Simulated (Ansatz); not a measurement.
ReB2 in space group P6_3/mmc (No. 194; Re on 2c, B on 4f) under volume change, the program Ansatz at the PBEsol level (PAW), shape and atoms relaxed at each volume.

```json
[
 {"V (Å³/atom)": "8.178", "E − E(relaxed) (meV/atom)": "92.8", "P (GPa)": "39.85"},
 {"V (Å³/atom)": "8.448", "E − E(relaxed) (meV/atom)": "39.1", "P (GPa)": "24.46"},
 {"V (Å³/atom)": "8.717", "E − E(relaxed) (meV/atom)": "9.3", "P (GPa)": "11.29"},
 {"V (Å³/atom)": "8.987", "E − E(relaxed) (meV/atom)": "0.0", "P (GPa)": "0.00"},
 {"V (Å³/atom)": "9.256", "E − E(relaxed) (meV/atom)": "8.3", "P (GPa)": "-9.67"},
 {"V (Å³/atom)": "9.526", "E − E(relaxed) (meV/atom)": "31.8", "P (GPa)": "-17.96"},
 {"V (Å³/atom)": "9.796", "E − E(relaxed) (meV/atom)": "68.1", "P (GPa)": "-25.04"}
]
```

Problem. What does a third-order Birch–Murnaghan fit give for V₀, B₀ and B′?

Solution. V₀ = 8.99 Å³/atom, B₀ = 347 GPa, B′ = 4.1.

The workflow started from a Materials Project entry (that database holds measured and hypothetical structures alike); the Crystallography Open Database files this formula in space group No. 194, but the cells were not matched. Its standing as an ambient phase is unchecked. The PBEsol relaxation kept the symmetry of its start; of distortions, only those at the zone centre were tested. No spin polarisation was allowed. Spin–orbit coupling is left out wherever it is not named.

Potentials: the later of the program's two PAW sets.
